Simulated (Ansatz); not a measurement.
An Ansatz input:

```yaml
crystal:
  lattice:
    - [4.1130702098, 0.0, 0.0]
    - [-2.0565351049, 3.5620232892, 0.0]
    - [0.0, 0.0, 2.2055363156]
  atoms:
    - { symbol: Cr, position: [1.0, 1.0, 0.0], spin: 1.5 }
    - { symbol: Cr, position: [0.3333333333, 0.6666666667, 0.5], spin: 1.5 }
    - { symbol: Cr, position: [0.6666666667, 0.3333333333, 0.5], spin: 1.5 }
hamiltonian:
  xc: blyp
  pseudopotentials:
    kind: paw
    azcp:
      Cr: "pseudopotentials/Cr.paw.azcp"
basis:
  ecutwfc: 420
  fft_grid_basis: typed
kpoints:
  mp_grid: { grid: [10, 10, 15], shift: [0, 0, 0] }
magnetization:
  spin_polarized: true
scf:
  occupations: { method: fermi_dirac, width: 0.05 }
  lower_state_search: "off"
output:
  stress: true
```

and its output:

```
Engine: ansatz 0.2.0, aarch64-unknown-linux-gnu
Pseudopotentials: kind: paw
Pseudopotential: Cr, paw, valence charge 14, recommended cutoff 420 eV (normal) 
Functional definition: BLYP
  parameter beta = 0.0042
  parameter a = 0.04918
  parameter b = 0.132
  parameter c = 0.2533
  parameter d = 0.349
  exchange = b88_x(beta = beta)
  correlation = lyp_c(a = a, b = b, c = c, d = d)
Crystal: 3 atoms, lattice volume = 32.313 Å³
Basis set: ecut = 420 eV, 607 PW (Γ), exchange–correlation on 60×60×30 points (8 copies of the dense FFT grid, shifted against one another)
Bands: 28, of which v1, the nominal top of the filled ones, is band 21 counted from 1 (20 counted from 0)
Symmetry: 24 space group operations
Space group: P6/mmm (ITA 191), of the structure as read, at distance tolerance 3.2e-5 Å
Magnetic group: BNS 191.233 (UNI 1463), of the structure as read, at distance tolerance 3.2e-5 Å
k-points: 112 of 1500
Non-local potential: Cr, projectors of the file, l = 0: 3, l = 1: 2, l = 2: 3, l = 3: 1
PAW form: soft (Blöchl's): semilocal exchange-correlation on the pseudo side does not see the compensation charge
PAW frozen core: Cr, regenerated for the run's functional, and the local potential with it (the file was generated under x = pbe(κ = 0.804, μ = 0.2195149727645171), c = pbe(β = 0.06672455060314922))
PAW one-centre angular grid: Cr, 590 points (default); XC on 64 Gauss nodes
Initial density: superposition of atomic densities (chi_scale 0.1, normalization cell)
Starting moments: Σ|m| = 4.5 μB on 3 of 3 sites
Initial wavefunctions: pseudopotential atomic-orbital guess
Functional: x = b88, c = lyp
SCF iter   1: F=—  HF=-10154.690610 eV  |F-HF|=—  |Δ(HF+E_count)|=         —  Δρ=1.96e-1 (↑1.96e-1 ↓5.53e-2)  dr2=1.04e1  dr2_m=3.14e0  M=1.677 μB ∫|m|=1.679 μB  β_m=0.30  ethr=3.10e-3  ⟨swp⟩=3.4  Hψ=20148  notcnv=0
SCF iter   2: F=—  HF=-10152.785728 eV  |F-HF|=—  |Δ(HF+E_count)|=    1.90e0  Δρ=1.21e-1 (↑1.21e-1 ↓4.69e-2)  dr2=3.15e0  dr2_m=1.63e0  M=1.575 μB ∫|m|=1.579 μB  β_m=0.30  ethr=3.10e-3  ⟨swp⟩=2.1  Hψ=12820  notcnv=0  defer=191
SCF iter   3: F=—  HF=-10152.190401 eV  |F-HF|=—  |Δ(HF+E_count)|=   5.95e-1  Δρ=6.64e-2 (↑5.94e-2 ↓6.64e-2)  dr2=1.47e0  dr2_m=8.99e-1  M=1.447 μB ∫|m|=1.452 μB  β_m=0.30  ethr=3.10e-3  ⟨swp⟩=2.8  Hψ=12148  notcnv=0  defer=191
...
iter 23 did not close the SCF: its close was put off for a magnetic moment that had not settled (scf_convergence_deferred on its scf_iter line)
SCF iter  23: F=-10152.366762 eV  HF=-10152.366762 eV  |F-HF|=3.27e-9  |Δ(HF+E_count)|=   9.30e-8  Δρ=4.67e-6 (↑4.67e-6 ↓4.53e-6)  dr2=4.79e-9  dr2_m=5.02e-9  M=0.000 μB ∫|m|=0.000 μB  β_m=0.84  ethr=8.29e-11  ⟨swp⟩=1.9  Hψ=20032  notcnv=0
iter 24 did not close the SCF: its close was put off for a magnetic moment that had not settled (scf_convergence_deferred on its scf_iter line)
SCF iter  24: F=-10152.366762 eV  HF=-10152.366762 eV  |F-HF|=7.24e-10  |Δ(HF+E_count)|=   8.08e-9  Δρ=1.69e-6 (↑1.17e-6 ↓1.69e-6)  dr2=1.21e-9  dr2_m=2.06e-10  M=-0.000 μB ∫|m|=0.000 μB  β_m=0.83  ethr=1.14e-11  ⟨swp⟩=1.0  Hψ=18116  notcnv=0
SCF iter  25: F=-10152.366762 eV  HF=-10152.366762 eV  |F-HF|=1.75e-10  |Δ(HF+E_count)|=  1.27e-10  Δρ=6.00e-7 (↑3.57e-7 ↓6.00e-7)  dr2=2.32e-10  dr2_m=2.68e-11  M=-0.000 μB ∫|m|=0.000 μB  ethr=2.88e-12  ⟨swp⟩=1.0  Hψ=15798  notcnv=0
WARN: the starting moments were not kept: the SCF closed with an absolute magnetisation of 4.8e-5 μB, where they sum to 4.5 μB in size (3 sites). That is at most 0.1 of that sum. Measured as dr2_m measures the in/out step, that magnetisation stands 9.2e-10 eV from none, at or under the dr2_threshold of 1.0e-7 eV: it is no larger than a step whose dr2_m would equal this threshold. The system may hold no moment; this SCF shows only that its start led to no more than that. To try another start: raise the starting moments (crystal.atoms[].spin, magnetization.per_species, magnetization.initial_magnetization, or on a non-collinear deck that types none of these the spinor_matrix: blocks that start its atoms; where the total moment is fixed, keep their sum and leave initial_magnetization as it is; typed ones take the place of any that the run laid by itself, positive ones on a crystal's lanthanoids without a Hubbard term where scf.initial_density.shell_occupations: [] is typed) or, if the notice of its spin-set hold's release reads "site moments contracting" or "site moments show no strong build", lengthen the hold (scf.mixing.spin_hold: { on: { confirm: 4 } }; for m-r²SCAN on two components see the key's manual first). Each may lead to a state that holds a moment. A second SCF, from the converged charge density, with the starting moments and any scf.initial_density.shell_occupations laid on it anew, would have followed, and was not run: the deck does not ask for one (magnetization.retry_lost_moments is false, the default). To let it run, set magnetization.retry_lost_moments: true and run the deck again, where that key's refused combinations let it; where memory then withholds it, that run's warning says so.
SCF 1 converged in 25 iterations: F = -10152.366762 eV  dr2 = 2.32e-10
SCF converged after 25 iterations
Magnetization: -0.0000 μB (21.0000 up, 21.0000 down)
Absolute magnetization: 0.0000 μB (∫|ρ↑−ρ↓|, with the PAW one-centre terms)
Spin contamination: 0.0000 ħ² per cell (⟨S²⟩ above its minimum at these occupations)
Per-site moments (μB) at R_I (Å): [(-4.900098160511144e-6, 0.909783730185), (-1.8189077193971696e-5, 0.909783730185), (-1.81890771939717e-5, 0.909783730185)]
Free energy (F): -10152.366762 eV
Harris-Foulkes:  -10152.366762 eV  (|F-HF|=1.75e-10)
Internal energy: -10152.323896 eV  (E = F + TS)
E sigma→0 (E₀):  -10152.345329 eV
Entropy (-TS):   -0.042866 eV (-14.289 meV/atom)
Fermi energy:    21.464675 eV
--- Per-component energies (eV) ---
  E_band       = -341.052436
  E_kinetic    = 1042.933720
  E_local      = -3402.217416  (includes V_loc(G=0)·N_el)
  E_nonlocal   = 243.177095
  E_hartree    = 1516.516905
  E_xc         = -416.949618
  E_vxc        = -530.917276  (∫ρ·V_xc dr)
  E_paw        = -3618.373175  (= ΣΔE_a)
  E_vpaw       = -727.064021  (= ΣTr[D̂ρ^β])
  E_aug_tail   = 0.000975  (compensation charges beyond the density's cutoff)
  E_ewald      = -5517.456753
  E_core_change = 0.044371  (= ΣΔE_core)
  E_smearing   = -0.042866  (= −TS)
  E_closure    = 0.000000  (closes the sum)
  Σ components = -10152.366762   (vs F -10152.366762, Δ=0.00e0)
--- Stress (GPa, compression-positive) ---
       34.638687      -0.000000       0.000000
        0.000000      34.638687       0.000000
        0.000000       0.000000      39.533168
  P = ⅓ Tr σ = 36.2702 GPa (362.702 kbar)
```
